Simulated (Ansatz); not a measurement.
PtAu in space group R-3m (No. 166; Pt on 3b, Au on 3a) at seven volumes, DFT-LDA in the program Ansatz with PAW potentials, shape and atoms relaxed at each. One row is withheld.

```json
[
 {"V (Å³/atom)": "14.192", "P (GPa)": "30.25"},
 {"V (Å³/atom)": "14.659", "P (GPa)": "?"},
 {"V (Å³/atom)": "15.127", "P (GPa)": "8.21"},
 {"V (Å³/atom)": "15.595", "P (GPa)": "0.00"},
 {"V (Å³/atom)": "16.063", "P (GPa)": "-6.76"},
 {"V (Å³/atom)": "16.531", "P (GPa)": "-12.28"},
 {"V (Å³/atom)": "16.999", "P (GPa)": "-16.78"}
]
```

Question: Fit the shown pressures and predict the withheld one.

Answer: Third-order Birch–Murnaghan: P = (3/2)B₀(x^(7/2) − x^(5/2))[1 + (3/4)(B′ − 4)(x − 1)] with x = (V₀/V)^(2/3). Least squares on the six rows gives V₀ = 15.595 Å³/atom, B₀ = 247.3 GPa, B′ = 5.54. At V = 14.659, x = 1.0421 and P = 18.17 GPa. The run itself gave 18.17 GPa.

The workflow started from a Materials Project entry (that database holds measured and hypothetical structures alike); the Crystallography Open Database copy checked does not list it. With Pt and Au taken as one species the cell has the higher symmetry Fm-3m, so it may be an ordered model of a mixed-site phase. Whether it is the stable phase at ambient conditions was not checked. The LDA relaxation kept the symmetry of its start; its stability against distortions is not shown here. No spin polarisation was allowed. Spin–orbit coupling is left out wherever it is not named.

Potentials: the later of the program's two PAW sets.
